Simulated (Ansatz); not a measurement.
CsCo₂: forces and stress of a distorted cell

This is model CsCo₂ built from the fluorite structure and then distorted, one atom being moved towards a neighbour.

PBE, LAPW, all electrons in Ansatz, scalar relativity, no spin–orbit coupling, point nucleus. 2×2×2 (half-step shift) k-points (coarse, not zone-converged), Fermi–Dirac occupations at kT = 0.15 eV. For a metal, stress, forces and moments on so few k-points can be far from the converged ones. On this fcc-type cell the shift lowers the mesh's symmetry. Spin-restricted. With Co in the cell, a run with spin could end lower. Labels count atoms in the order given.

Lattice in Å, fractional positions:
```yaml
crystal:
  lattice:
    - [-3.04929, -0.02202, 3.11037]
    - [-0.13129, 2.97627, 2.95705]
    - [-3.05866, 3.13895, -0.03139]
  atoms:
    - { symbol: Cs, position: [0.36258, 0.96083, 0.17277] }
    - { symbol: Co, position: [0.55367, 0.26149, 0.40742] }
    - { symbol: Co, position: [0.10788, 0.75968, 0.90153] }
```

Problem. What forces and pressure does this calculation give?

Solution. 
Forces in eV/Å:
```
Cs1   0.219  0.389  0.458
Co2  -0.432 -0.423 -0.540
Co3   0.214  0.034  0.082
```

Stress xx yy zz yz xz xy in GPa, positive in compression: -1.49 1.50 1.65 6.55 0.08 -1.06.

| Item | Value |
| --- | --- |
| All-electron E − TS, for this scheme | -287722.030 eV |
| Pressure | 0.56 GPa |
| Largest force | 0.811 eV/Å |

Problem. Repeat with PBE (spin-polarised). Spin-polarised from the start moments 0, 3, 3 μB (atoms as listed), with no search for lower states.

Solution. Against PBE without spin, the pressure goes up by 2.49 GPa to 3.05 GPa, and the forces move by 0.212 eV/Å (r.m.s. over the atoms). The free energy drops by 50.6 meV an atom. The total moment is 1.95 μB. The absolute moment is 2.39 μB.

| atom | Fx (eV/Å) | Fy (eV/Å) | Fz (eV/Å) |
| --- | --- | --- | --- |
| Cs1 | 0.324 | 0.467 | 0.554 |
| Co2 | -0.519 | -0.615 | -0.740 |
| Co3 | 0.195 | 0.148 | 0.186 |
